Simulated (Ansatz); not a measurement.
Consider the following.

HfO2:
Space group P4₂/nmc, origin choice 1 (No. 137); a = 3.6048 Å, b = 3.6048 Å, c = 5.2648 Å, α = 90.00°, β = 90.00°, γ = 90.00°

| atom | site | symmetry | x | y | z |
|---|---|---|---|---|---|
| Hf | 2a | -4m2 | 0.0000 | 0.0000 | 0.0000 |
| O | 4d | 2mm. | 0.0000 | 0.5000 | 0.1933 |

This is the PBE-relaxed structure.

Question: All from the program Ansatz at the PBE level (PAW), unless another level is named. Estimate the band gap.

Answer: 4.67 eV (indirect).

Question: Next, the electron effective mass with spin–orbit coupling?

Answer: 0.91, 0.91, 1.0 mₑ (principal values).

Question: Predict the conduction-band minimum.

Answer: at Γ.

Space group P4_2/nmc. This is a known high-temperature phase of the composition, computed here at zero pressure and temperature. Symmetry was held in the PBE relaxation; whether a distortion lowers the energy is not shown. The run is not spin-polarised. Scalar-relativistic: spin–orbit coupling is off unless named, which matters more the heavier the elements.

Potentials: the earlier of the program's two PAW sets.
